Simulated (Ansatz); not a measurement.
## HfAlCl5 in Ansatz, relaxation

Input:

```yaml
crystal:
  lattice:
    - [4.621979, 0.0, 0.0]
    - [2.31099, -6.354464, 0.0]
    - [0.0, 0.0, -12.300085]
  atoms:
    - { symbol: Hf, position: [0.5, 0.0, 0.0] }
    - { symbol: Hf, position: [0.5, 0.0, 0.5] }
    - { symbol: Al, position: [0.2059, 0.5882, 0.75] }
    - { symbol: Al, position: [0.7941, 0.4118, 0.25] }
    - { symbol: Cl, position: [0.3296, 0.3408, 0.8824] }
    - { symbol: Cl, position: [0.6704, 0.6592, 0.3824] }
    - { symbol: Cl, position: [0.6704, 0.6592, 0.1176] }
    - { symbol: Cl, position: [0.3296, 0.3408, 0.6176] }
    - { symbol: Cl, position: [0.0731, 0.8538, 0.8844] }
    - { symbol: Cl, position: [0.9269, 0.1462, 0.3844] }
    - { symbol: Cl, position: [0.9269, 0.1462, 0.1156] }
    - { symbol: Cl, position: [0.0731, 0.8538, 0.6156] }
    - { symbol: Cl, position: [0.6923, 0.6154, 0.75] }
    - { symbol: Cl, position: [0.3077, 0.3846, 0.25] }
  symmetry: { tolerance: 0.0003 }
kpoints:
  mp_grid: { grid: [6, 6, 2], shift: [0, 0, 0] }
magnetization:
  spin_polarized: false
scf:
  occupations: { method: fermi_dirac }
  lower_state_search: "off"
hamiltonian:
  pseudopotentials: { kind: paw }
  xc: r2scan
basis:
  ecutwfc: 500
  fft_grid_basis: typed
relax:
  max_steps: 80
  cell: { p_target: 0.0 }
  f_tol: 0.03
output:
  forces: true
  stress: true
  eigenvalues: true
  bader: false
  populations: true
  elf: true
  write_potential: true
  volumetric_format: npy
  dos:
    e_range: [-12, 8]
    de: 0.05
    projected: { site_lists: { Al: [Al], Cl: [Cl], Hf: [Hf] } }
  write_density: true
checkpoint:
  read: saved_state
```

Launch command:

```bash
ansatz run input.yaml --threads 2 --pin off --max-ram 2560MiB --backend cpu --events-out ev --progress --plain --runs-dir out
```

Origin of the cell: a known structure type with other elements, at an estimated volume, so it need not be a known compound.

The smearing width isn't typed, so it takes its default of 0.1 eV.

The saved state is a converged single point of the same cell.

Steps («new basis» is an SCF on plane waves selected anew at the same cell):

| step | ΔF (meV/atom) | max force component (eV/Å) | P (GPa) | volume (Å³) | SCF iterations | step was |
| --- | --- | --- | --- | --- | --- | --- |
| 1 | 0.0 | 1.241 | -2.59 | 361.26 | 8 | accepted |
| 2 | -83.9 | 0.423 | 1.44 | 330.76 | 9 | accepted |
| 3 | -104.9 | 0.211 | 0.69 | 339.40 | 8 | accepted |
| 4 | -111.2 | 0.139 | 0.30 | 348.10 | 8 | accepted |
| 5 | -113.9 | 0.058 | 0.10 | 355.64 | 8 | accepted |
| 6 | -114.6 | 0.081 | -0.08 | 360.78 | 9 | accepted |
| 7 | -115.2 | 0.110 | 0.06 | 361.80 | 6 | accepted |
| 8 | -117.4 | 0.220 | 0.19 | 365.20 | 7 | accepted |
| 9 | -120.6 | 0.193 | 0.25 | 368.82 | 8 | accepted |
| 10 | -121.1 | 0.515 | -0.30 | 370.07 | 9 | accepted |
| 11 | -128.2 | 0.296 | -0.03 | 371.49 | 8 | accepted |
| 12 | -130.9 | 0.314 | 0.67 | 381.59 | 9 | accepted |
| 13 | -133.5 | 0.120 | -0.04 | 389.03 | 8 | accepted |
| 14 | -133.4 | 0.143 | -0.36 | 389.87 | 6 | rejected |
| 15 | -134.0 | 0.013 | -0.04 | 387.94 | 12 | accepted |
| 16 | -134.1 | 0.019 | 0.09 | 388.78 | 8 | accepted |
| 17 | -134.1 | 0.007 | 0.00 | 389.22 | 8 | accepted |
| 18 | -134.3 | 0.007 | 0.00 | 389.22 | 7 | new basis |

Step 1, with forces in eV/Å:

```xyz
14
Lattice="4.622 0.000 0.000 2.311 -6.354 0.000 0.000 0.000 -12.300" Properties=species:S:1:pos:R:3:forces:R:3 pbc="T T T" step=1
Hf    2.311    0.000    0.000    0.000    0.000    0.000
Hf    2.311    0.000   -6.150    0.000    0.000    0.000
Al    2.311   -3.738   -9.225    0.000   -0.265    0.000
Al    4.622   -2.617   -3.075    0.000    0.265    0.000
Cl    2.311   -2.166  -10.854    0.000    1.083   -1.098
Cl    4.622   -4.189   -4.704    0.000   -1.083   -1.098
Cl    4.622   -4.189   -1.446    0.000   -1.083    1.098
Cl    2.311   -2.166   -7.597    0.000    1.083    1.098
Cl    2.311   -5.425  -10.878    0.000   -0.911   -1.241
Cl    4.622   -0.929   -4.728    0.000    0.911   -1.241
Cl    4.622   -0.929   -1.422    0.000    0.911    1.241
Cl    2.311   -5.425   -7.572    0.000   -0.911    1.241
Cl    4.622   -3.911   -9.225    0.000    0.089    0.000
Cl    2.311   -2.444   -3.075    0.000   -0.089    0.000
```

Step 3, with forces in eV/Å:

```xyz
14
Lattice="4.442 0.000 0.000 2.221 -6.307 0.000 0.000 0.000 -12.114" Properties=species:S:1:pos:R:3:forces:R:3 pbc="T T T" step=3
Hf    2.221    0.000    0.000    0.000    0.000    0.000
Hf    2.221    0.000   -6.057    0.000    0.000    0.000
Al    2.221   -3.733   -9.085    0.000   -0.063    0.000
Al    4.442   -2.574   -3.028    0.000    0.063    0.000
Cl    2.221   -2.108  -10.846    0.000    0.141   -0.211
Cl    4.442   -4.199   -4.789    0.000   -0.141   -0.211
Cl    4.442   -4.199   -1.268    0.000   -0.141    0.211
Cl    2.221   -2.108   -7.325    0.000    0.141    0.211
Cl    2.221   -5.489  -10.849    0.000   -0.154   -0.099
Cl    4.442   -0.818   -4.792    0.000    0.154   -0.099
Cl    4.442   -0.818   -1.265    0.000    0.154    0.099
Cl    2.221   -5.489   -7.322    0.000   -0.154    0.099
Cl    4.442   -3.863   -9.085    0.000    0.038    0.000
Cl    2.221   -2.444   -3.028    0.000   -0.038    0.000
```

Step 5, with forces in eV/Å:

```xyz
14
Lattice="4.443 0.000 0.000 2.221 -6.424 0.000 0.000 0.000 -12.462" Properties=species:S:1:pos:R:3:forces:R:3 pbc="T T T" step=5
Hf    2.221    0.000    0.000    0.000    0.000    0.000
Hf    2.221    0.000   -6.231    0.000    0.000    0.000
Al    2.221   -3.763   -9.346    0.000   -0.053    0.000
Al    4.443   -2.661   -3.115    0.000    0.053    0.000
Cl    2.221   -2.130  -11.274    0.000    0.056   -0.058
Cl    4.443   -4.294   -5.043    0.000   -0.056   -0.058
Cl    4.443   -4.294   -1.188    0.000   -0.056    0.058
Cl    2.221   -2.130   -7.419    0.000    0.056    0.058
Cl    2.221   -5.654  -11.151    0.000   -0.032   -0.001
Cl    4.443   -0.769   -4.920    0.000    0.032   -0.001
Cl    4.443   -0.769   -1.311    0.000    0.032    0.001
Cl    2.221   -5.654   -7.542    0.000   -0.032    0.001
Cl    4.443   -3.860   -9.346    0.000    0.022    0.000
Cl    2.221   -2.563   -3.115    0.000   -0.022    0.000
```

Step 7, with forces in eV/Å:

```xyz
14
Lattice="4.455 0.000 0.000 2.228 -6.447 0.000 0.000 0.000 -12.596" Properties=species:S:1:pos:R:3:forces:R:3 pbc="T T T" step=7
Hf    2.228    0.000    0.000    0.000    0.000    0.000
Hf    2.228    0.000   -6.298    0.000    0.000    0.000
Al    2.228   -3.783   -9.447    0.000   -0.110    0.000
Al    4.455   -2.664   -3.149    0.000    0.110    0.000
Cl    2.228   -2.150  -11.486    0.000    0.004   -0.006
Cl    4.455   -4.297   -5.188    0.000   -0.004   -0.006
Cl    4.455   -4.297   -1.110    0.000   -0.004    0.006
Cl    2.228   -2.150   -7.409    0.000    0.004    0.006
Cl    2.228   -5.731  -11.255    0.000    0.032    0.056
Cl    4.455   -0.716   -4.957    0.000   -0.032    0.056
Cl    4.455   -0.716   -1.342    0.000   -0.032   -0.056
Cl    2.228   -5.731   -7.640    0.000    0.032   -0.056
Cl    4.455   -3.833   -9.447    0.000    0.048    0.000
Cl    2.228   -2.613   -3.149    0.000   -0.048    0.000
```

Step 9, with forces in eV/Å:

```xyz
14
Lattice="4.499 0.000 0.000 2.249 -6.420 0.000 0.000 0.000 -12.770" Properties=species:S:1:pos:R:3:forces:R:3 pbc="T T T" step=9
Hf    2.249    0.000    0.000    0.000    0.000    0.000
Hf    2.249    0.000   -6.385    0.000    0.000    0.000
Al    2.249   -4.086   -9.577    0.000   -0.054    0.000
Al    4.499   -2.334   -3.192    0.000    0.054    0.000
Cl    2.249   -2.058  -11.610    0.000   -0.193    0.050
Cl    4.499   -4.361   -5.225    0.000    0.193    0.050
Cl    4.499   -4.361   -1.160    0.000    0.193   -0.050
Cl    2.249   -2.058   -7.545    0.000   -0.193   -0.050
Cl    2.249   -5.655  -11.445    0.000   -0.104    0.060
Cl    4.499   -0.765   -5.060    0.000    0.104    0.060
Cl    4.499   -0.765   -1.325    0.000    0.104   -0.060
Cl    2.249   -5.655   -7.710    0.000   -0.104   -0.060
Cl    4.499   -3.739   -9.577    0.000    0.033    0.000
Cl    2.249   -2.681   -3.192    0.000   -0.033    0.000
```

Step 11, with forces in eV/Å:

```xyz
14
Lattice="4.359 0.000 0.000 2.179 -6.599 0.000 0.000 0.000 -12.914" Properties=species:S:1:pos:R:3:forces:R:3 pbc="T T T" step=11
Hf    2.179    0.000    0.000    0.000    0.000    0.000
Hf    2.179    0.000   -6.457    0.000    0.000    0.000
Al    2.179   -4.414   -9.686    0.000    0.296    0.000
Al    4.359   -2.185   -3.229    0.000   -0.296    0.000
Cl    2.179   -2.171  -11.917    0.000    0.285   -0.151
Cl    4.359   -4.428   -5.460    0.000   -0.285   -0.151
Cl    4.359   -4.428   -0.997    0.000   -0.285    0.151
Cl    2.179   -2.171   -7.454    0.000    0.285    0.151
Cl    2.179   -5.943  -11.457    0.000   -0.213   -0.262
Cl    4.359   -0.656   -5.000    0.000    0.213   -0.262
Cl    4.359   -0.656   -1.457    0.000    0.213    0.262
Cl    2.179   -5.943   -7.914    0.000   -0.213    0.262
Cl    4.359   -3.787   -9.686    0.000   -0.054    0.000
Cl    2.179   -2.812   -3.229    0.000    0.054    0.000
```

Step 13, with forces in eV/Å:

```xyz
14
Lattice="4.379 0.000 0.000 2.189 -6.817 0.000 0.000 0.000 -13.033" Properties=species:S:1:pos:R:3:forces:R:3 pbc="T T T" step=13
Hf    2.189    0.000    0.000    0.000    0.000    0.000
Hf    2.189    0.000   -6.516    0.000    0.000    0.000
Al    2.189   -4.578   -9.775    0.000   -0.120    0.000
Al    4.379   -2.239   -3.258    0.000    0.120    0.000
Cl    2.189   -2.181  -12.123    0.000   -0.020    0.007
Cl    4.379   -4.637   -5.607    0.000    0.020    0.007
Cl    4.379   -4.637   -0.910    0.000    0.020   -0.007
Cl    2.189   -2.181   -7.426    0.000   -0.020   -0.007
Cl    2.189   -6.223  -11.560    0.000    0.002   -0.019
Cl    4.379   -0.595   -5.044    0.000   -0.002   -0.019
Cl    4.379   -0.595   -1.473    0.000   -0.002    0.019
Cl    2.189   -6.223   -7.989    0.000    0.002    0.019
Cl    4.379   -4.001   -9.775    0.000    0.083    0.000
Cl    2.189   -2.816   -3.258    0.000   -0.083    0.000
```

Step 18, with forces in eV/Å:

```xyz
14
Lattice="4.381 0.000 0.000 2.191 -6.901 0.000 0.000 0.000 -12.873" Properties=species:S:1:pos:R:3:forces:R:3 pbc="T T T" step=18
Hf    2.191    0.000    0.000    0.000    0.000    0.000
Hf    2.191    0.000   -6.437    0.000    0.000    0.000
Al    2.191   -4.672   -9.655    0.000    0.003    0.000
Al    4.381   -2.229   -3.218    0.000   -0.003    0.000
Cl    2.191   -2.190  -11.985    0.000    0.001   -0.001
Cl    4.381   -4.711   -5.548    0.000   -0.001   -0.001
Cl    4.381   -4.711   -0.889    0.000   -0.001    0.001
Cl    2.191   -2.190   -7.325    0.000    0.001    0.001
Cl    2.191   -6.322  -11.409    0.000    0.002   -0.005
Cl    4.381   -0.579   -4.972    0.000   -0.002   -0.005
Cl    4.381   -0.579   -1.465    0.000   -0.002    0.005
Cl    2.191   -6.322   -7.901    0.000    0.002    0.005
Cl    4.381   -4.054   -9.655    0.000   -0.007    0.000
Cl    2.191   -2.847   -3.218    0.000    0.007    0.000
```

```
Free energy lowered by  : 134.3 meV/atom
Volume change           : 7.74 %
Final pressure          : 0.00 GPa
Relaxation steps listed : 18
Gap on the mesh         : none (metal)
```

Caveats: no moments, though an odd count or open d shells may carry them; no spin-orbit coupling, though heavy elements are present; the relaxation held the start's symmetry, so the end may be a saddle point.

It ran for 20 min on 2 threads of Intel(R) Xeon(R) Platinum 8259CL CPU @ 2.50GHz (Skylake/Cascade Lake) (shared host), peak memory 1.9 GiB, from a saved density.
